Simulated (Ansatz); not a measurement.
Relaxation of a generated cell, Cd built in the AFLOW prototype A_oC8_64_f (A11, as in Ga); 4 atoms in the cell, which starts as Cmce (No. 64), oS8; a = 4.673 Å, b = 7.915 Å, c = 4.674 Å, α = 90.00°, β = 90.00°, γ = 90.00°. Method: PBE (plane waves to 420 eV, PAW, scalar-relativistic; Ansatz, a first-principles code). Γ-centred k-mesh 8×8×7 on the run's cell (coarser than for final values), Fermi–Dirac smearing 0.05 eV. This is the first round of the run. 

The optimiser's lines from the output (shortened; P is positive under compression):

```
relax step   1: F+E_penalty+E_count = -33016.65524535 eV  Δ(F+E_penalty+E_count) = +0.000e0 eV  max|allowed force component| = 3.806e-1 eV/Å  Δτ_max = 0.0000 Å  P = +15.897 GPa  Ω = 86.447 Å³  (7 SCF iters, dr2 threshold 1.00e-7 eV, accepted)
relax step   2: F+E_penalty+E_count = -33017.41421637 eV  Δ(F+E_penalty+E_count) = -7.590e-1 eV  max|allowed force component| = 1.099e-1 eV/Å  Δτ_max = 0.0102 Å  P = +5.648 GPa  Ω = 98.077 Å³  (6 SCF iters, dr2 threshold 4.00e-7 eV, accepted)
relax step   3: F+E_penalty+E_count = -33017.59531635 eV  Δ(F+E_penalty+E_count) = -1.811e-1 eV  max|allowed force component| = 4.661e-2 eV/Å  Δτ_max = 0.0064 Å  P = +1.870 GPa  Ω = 105.908 Å³  (6 SCF iters, dr2 threshold 4.00e-7 eV, accepted)
relax step   4: F+E_penalty+E_count = -33017.63123755 eV  Δ(F+E_penalty+E_count) = -3.592e-2 eV  max|allowed force component| = 6.666e-3 eV/Å  Δτ_max = 0.0541 Å  P = -0.230 GPa  Ω = 112.219 Å³  (6 SCF iters, dr2 threshold 4.00e-7 eV, accepted)
relax step   5: F+E_penalty+E_count = -33017.63314176 eV  Δ(F+E_penalty+E_count) = -1.904e-3 eV  max|allowed force component| = 5.096e-3 eV/Å  Δτ_max = 0.0180 Å  P = -0.195 GPa  Ω = 111.841 Å³  (5 SCF iters, dr2 threshold 3.25e-7 eV, accepted)
relax step   6: F+E_penalty+E_count = -33017.64898711 eV  Δ(F+E_penalty+E_count) = -1.585e-2 eV  max|allowed force component| = 3.707e-2 eV/Å  Δτ_max = 0.0673 Å  P = -0.175 GPa  Ω = 110.274 Å³  (6 SCF iters, dr2 threshold 1.89e-7 eV, accepted)
relax step   7: F+E_penalty+E_count = -33017.68343394 eV  Δ(F+E_penalty+E_count) = -3.445e-2 eV  max|allowed force component| = 7.418e-2 eV/Å  Δτ_max = 0.0695 Å  P = -0.667 GPa  Ω = 108.768 Å³  (6 SCF iters, dr2 threshold 4.00e-7 eV, accepted)
relax step   8: F+E_penalty+E_count = -33017.73358372 eV  Δ(F+E_penalty+E_count) = -5.015e-2 eV  max|allowed force component| = 1.150e-1 eV/Å  Δτ_max = 0.0597 Å  P = -0.774 GPa  Ω = 105.718 Å³  (6 SCF iters, dr2 threshold 4.00e-7 eV, accepted)
relax step   9: F+E_penalty+E_count = -33017.78654653 eV  Δ(F+E_penalty+E_count) = -5.296e-2 eV  max|allowed force component| = 1.273e-1 eV/Å  Δτ_max = 0.0637 Å  P = -0.767 GPa  Ω = 102.126 Å³  (6 SCF iters, dr2 threshold 4.00e-7 eV, accepted)
relax step  10: F+E_penalty+E_count = -33017.85638036 eV  Δ(F+E_penalty+E_count) = -6.983e-2 eV  max|allowed force component| = 1.626e-1 eV/Å  Δτ_max = 0.1121 Å  P = +1.121 GPa  Ω = 95.315 Å³  (6 SCF iters, dr2 threshold 4.00e-7 eV, accepted)
relax step  11: F+E_penalty+E_count = -33017.90835041 eV  Δ(F+E_penalty+E_count) = -5.197e-2 eV  max|allowed force component| = 1.382e-1 eV/Å  Δτ_max = 0.1124 Å  P = -0.019 GPa  Ω = 92.335 Å³  (6 SCF iters, dr2 threshold 4.00e-7 eV, accepted)
relax step  12: F+E_penalty+E_count = -33017.93851626 eV  Δ(F+E_penalty+E_count) = -3.017e-2 eV  max|allowed force component| = 9.699e-2 eV/Å  Δτ_max = 0.1916 Å  P = +0.251 GPa  Ω = 93.760 Å³  (6 SCF iters, dr2 threshold 4.00e-7 eV, accepted)
relax step  13: F+E_penalty+E_count = -33017.91189838 eV  Δ(F+E_penalty+E_count) = +2.662e-2 eV  max|allowed force component| = 1.897e-1 eV/Å  Δτ_max = 0.1925 Å  P = +2.929 GPa  Ω = 87.852 Å³  (6 SCF iters, dr2 threshold 4.00e-7 eV, rejected (line search))
relax step  14: F+E_penalty+E_count = -33017.96362340 eV  Δ(F+E_penalty+E_count) = -2.511e-2 eV  max|allowed force component| = 2.227e-2 eV/Å  Δτ_max = 0.0976 Å  P = +0.113 GPa  Ω = 92.358 Å³  (10 SCF iters, accepted)
relax step  15: F+E_penalty+E_count = -33017.96865915 eV  Δ(F+E_penalty+E_count) = -5.036e-3 eV  max|allowed force component| = 3.861e-4 eV/Å  Δτ_max = 0.0160 Å  P = +0.111 GPa  Ω = 91.271 Å³  (5 SCF iters, dr2 threshold 4.00e-7 eV, accepted)
relax step  16: F+E_penalty+E_count = -33017.96933161 eV  Δ(F+E_penalty+E_count) = -6.725e-4 eV  max|allowed force component| = 1.281e-4 eV/Å  Δτ_max = 0.0013 Å  P = -0.008 GPa  Ω = 91.128 Å³  (4 SCF iters, dr2 threshold 1.70e-7 eV, accepted)
relax step  17: F+E_penalty+E_count = -33017.96934434 eV  Δ(F+E_penalty+E_count) = -1.273e-5 eV  max|allowed force component| = 1.964e-5 eV/Å  Δτ_max = 0.0001 Å  P = +0.002 GPa  Ω = 91.095 Å³  (4 SCF iters, dr2 threshold 3.91e-9 eV, accepted)
relax step  18: F+E_penalty+E_count = -33018.06208336 eV  Δ(F+E_penalty+E_count) = -9.274e-2 eV  max|allowed force component| = 1.983e-5 eV/Å  Δτ_max = 0.0000 Å  P = +1.897 GPa  Ω = 91.095 Å³  stress off target by 3.99e0 GPa  SCF on the basis re-selected at this cell (its energy is not comparable with the rows above)  (8 SCF iters)
relax step  19: F+E_penalty+E_count = -33018.10211072 eV  Δ(F+E_penalty+E_count) = -4.003e-2 eV  max|allowed force component| = 4.311e-4 eV/Å  Δτ_max = 0.0004 Å  P = -0.428 GPa  Ω = 94.115 Å³  (6 SCF iters, dr2 threshold 4.00e-7 eV, accepted)
relax step  20: F+E_penalty+E_count = -33018.10586996 eV  Δ(F+E_penalty+E_count) = -3.759e-3 eV  max|allowed force component| = 3.946e-4 eV/Å  Δτ_max = 0.0005 Å  P = +0.144 GPa  Ω = 93.167 Å³  (5 SCF iters, dr2 threshold 4.00e-7 eV, accepted)
relax step  21: F+E_penalty+E_count = -33018.10718301 eV  Δ(F+E_penalty+E_count) = -1.313e-3 eV  max|allowed force component| = 9.850e-5 eV/Å  Δτ_max = 0.0002 Å  P = -0.015 GPa  Ω = 93.533 Å³  (5 SCF iters, dr2 threshold 4.00e-7 eV, accepted)
relax step  22: F+E_penalty+E_count = -33018.10719540 eV  Δ(F+E_penalty+E_count) = -1.239e-5 eV  max|allowed force component| = 5.301e-5 eV/Å  Δτ_max = 0.0001 Å  P = +0.006 GPa  Ω = 93.475 Å³  (7 SCF iters, accepted)
relax step  23: F+E_penalty+E_count = -33018.10760277 eV  Δ(F+E_penalty+E_count) = -4.074e-4 eV  max|allowed force component| = 5.305e-5 eV/Å  Δτ_max = 0.0000 Å  P = -0.003 GPa  Ω = 93.475 Å³  stress off target by 1.92e-2 GPa  SCF on the basis re-selected at this cell (its energy is not comparable with the rows above)  (6 SCF iters)
```

From the first to the last row the energy changes by -0.36 eV/atom and the volume by +8.1 %. The last row is marked as not comparable with the walk above it, whose basis was carried along; it does compare with step 1, since both stand on a basis selected at the nominal cutoff for their own cell.

Energy and pressure jump between steps 17 and 18 at one geometry, where the plane-wave basis was selected anew. While the cell walks, the set of plane waves is carried along, so its effective cutoff drifts with the strain; re-selecting it at 420 eV moved the energy by -0.023 eV/atom and the pressure by 1.9 GPa. Only step 1 and rows on a re-selected basis compare with each other.

Step 13 was rejected by the optimiser.

Later rounds, restarted from the end of this one on a renewed k-mesh, logged 11 more steps and released under 0.01 eV/atom more. The final structure after all rounds: I4/mmm (No. 139), tI2, AFLOW prototype A_tI2_139_a (A_a); a = b = 3.9870 Å, c = 2.9391 Å, α = β = γ = 90.00°. Between re-selections the logged energies stand on a plane-wave basis carried along with the cell. No spin polarisation in the result.

The run could not lose the symmetry of its start: the end is stationary, and may be a saddle point rather than a minimum.

The relaxed structure here is a generated cell of Cd: the first start was made by placing the elements on the sites of a structure type, and the end was not matched to a known phase here, so it may be hypothetical. Known forms of Cd include space group No. 194.
